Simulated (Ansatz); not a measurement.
NbAg:
Space group Pmma (No. 51); a = 4.777 Å, b = 2.780 Å, c = 5.323 Å, α = 90.00°, β = 90.00°, γ = 90.00°

| atom | site | symmetry | x | y | z |
|---|---|---|---|---|---|
| Ag | 2e | mm2 | 0.7500 | 0.0000 | 0.1468 |
| Nb | 2f | mm2 | 0.2500 | 0.5000 | 0.3526 |

Relaxed with PBE.

Q: Which orbitals make up the states near the Fermi level in PBE (plane waves, PAW; program Ansatz)?

A: Within 0.5 eV of the Fermi level: Nb 4d 80 %, Ag 4d 7 %, outside the projected shells 6 %. Projections are on Löwdin-orthogonalised atomic valence shells; empty p or d shells of many metals are not among them.

Q: Tabulate the density of states.

A: States/eV per cell of 4 atoms, in 0.25 eV bins, energy from the Fermi level.

```tsv
E (eV)	total	Ag 4d	Nb 4d	Ag 5s
-7.40	0.00	0.00	0.00	0.00
-7.15	0.09	0.00	0.00	0.04
-6.90	0.22	0.01	0.00	0.10
-6.65	0.33	0.03	0.01	0.15
-6.40	0.58	0.13	0.02	0.24
-6.15	2.70	1.92	0.19	0.35
-5.90	7.78	6.32	0.51	0.48
-5.65	12.40	10.12	1.02	0.70
-5.40	11.12	9.49	0.84	0.38
-5.15	10.15	8.82	0.72	0.26
-4.90	8.18	7.00	0.60	0.24
-4.65	7.23	6.34	0.48	0.21
-4.40	10.40	9.54	0.48	0.18
-4.15	6.38	5.65	0.42	0.17
-3.90	6.41	5.60	0.38	0.21
-3.65	1.92	1.16	0.26	0.25
-3.40	1.39	0.52	0.31	0.29
-3.15	1.72	0.44	0.59	0.40
-2.90	2.11	0.44	0.92	0.48
-2.65	1.57	0.29	0.79	0.25
-2.40	1.82	0.38	1.02	0.17
-2.15	2.22	0.48	1.32	0.13
-1.90	3.01	0.46	2.08	0.11
-1.65	3.32	0.33	2.42	0.11
-1.40	4.10	0.36	3.07	0.12
-1.15	4.27	0.34	3.34	0.12
-0.90	4.71	0.36	3.81	0.11
-0.65	5.35	0.42	4.30	0.17
-0.40	3.76	0.29	2.99	0.11
-0.15	2.56	0.18	2.01	0.07
0.10	2.74	0.19	2.21	0.08
0.35	3.15	0.22	2.52	0.10
0.60	3.61	0.23	2.90	0.10
0.85	2.71	0.18	2.11	0.10
1.10	2.58	0.17	1.97	0.13
1.35	2.53	0.15	1.94	0.10
1.60	2.68	0.15	2.04	0.15
1.85	2.82	0.13	2.20	0.17
2.10	3.25	0.12	2.64	0.16
2.35	3.70	0.13	3.06	0.16
2.60	4.72	0.16	3.87	0.20
2.85	4.44	0.13	3.62	0.20
3.10	2.90	0.07	2.20	0.15
3.35	2.60	0.05	1.88	0.12
```

The start of the workflow was typed in or built on a structure type; neither database checked (COD, Materials Project) lists it. Its standing as an ambient phase is unchecked. The cell was relaxed with PBE under the symmetry of its start; its stability against distortions is not shown here. The run is not spin-polarised. Its formation energy is positive at this level, so the cell may be metastable or incomplete. Axis ratios of metals converge slowly with the k-mesh, so a and c are less sure than the volume. Spin–orbit coupling is left out wherever it is not named.

Potentials: the later of the program's two PAW sets.
